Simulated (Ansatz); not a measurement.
FePt:
```
CELL_PARAMETERS angstrom
      2.72924     0.00000     0.00000
      0.00000     2.72924     0.00000
      0.00000     0.00000     3.76291
ATOMIC_POSITIONS crystal
  Fe 0.50000 0.50000 0.50000
  Pt 0.00000 0.00000 0.00000
```
Starting moments (μB, in the order of the atoms Fe Pt): 3.0 0.4.

Relaxed with PBE.

### Question
Map the spin density (μB/Å³) on the plane through (0.500, 0.500, 0.500) spanned by u = [1, 0, 0] and v = [0, 1, 1] in lattice vectors, from PBE in the plane-wave PAW code Ansatz.

### Answer
x is the fraction of u, y of v (the angle between them is 90°; rows are the nearest grid lines); atoms in the plane: Fe at (0.00, 0.00), Pt at (0.50, 0.50).
```
y \ x    0.000  0.0625   0.188   0.250   0.375   0.438   0.562   0.625   0.750   0.812   0.938    1.00
------  ------  ------  ------  ------  ------  ------  ------  ------  ------  ------  ------  ------
1.00      7.72    6.14    1.26   0.441   0.046   0.007   0.007   0.046   0.441    1.26    6.14    7.72
0.913     2.50    2.10   0.611   0.232   0.027   0.000   0.000   0.027   0.232   0.611    2.10    2.50
0.826    0.227   0.202   0.093   0.049  -0.003  -0.011  -0.011  -0.003   0.049   0.093   0.202   0.227
0.783    0.070   0.064   0.028   0.009  -0.009  -0.012  -0.012  -0.009   0.009   0.028   0.064   0.070
0.696   -0.006  -0.006  -0.005  -0.001   0.020   0.034   0.034   0.020  -0.001  -0.005  -0.006  -0.006
0.609   -0.010  -0.007   0.024   0.057   0.116   0.144   0.144   0.116   0.057   0.024  -0.007  -0.010
0.522   -0.005   0.002   0.080   0.158   0.164   0.147   0.147   0.164   0.158   0.080   0.002  -0.005
0.478   -0.005   0.002   0.080   0.158   0.164   0.147   0.147   0.164   0.158   0.080   0.002  -0.005
0.391   -0.010  -0.007   0.024   0.057   0.116   0.144   0.144   0.116   0.057   0.024  -0.007  -0.010
0.304   -0.006  -0.006  -0.005  -0.001   0.020   0.034   0.034   0.020  -0.001  -0.005  -0.006  -0.006
0.217    0.070   0.064   0.028   0.009  -0.009  -0.012  -0.012  -0.009   0.009   0.028   0.064   0.070
0.174    0.227   0.202   0.093   0.049  -0.003  -0.011  -0.011  -0.003   0.049   0.093   0.202   0.227
0.0870    2.50    2.10   0.611   0.232   0.027   0.000   0.000   0.027   0.232   0.611    2.10    2.50
0.000     7.72    6.14    1.26   0.441   0.046   0.007   0.007   0.046   0.441    1.26    6.14    7.72
```

The density is the valence pseudo-density with augmentation charge, so density and ELF within about 1 Å of a nucleus are not all-electron values.

Space group P4/mmm (L1₀ or tetragonal B2). The PBE relaxation kept the symmetry of its start. Magnetic state: ferromagnetic, chosen from 5 collinear starts compared on coarse meshes (ties went to the first, and starts can fall back to one state), not a proven ground state. Textbook magnetic order: ferromagnetic. Scalar-relativistic: spin–orbit coupling is off unless named, which matters more the heavier the elements.

Potentials: the later of the program's two PAW sets.
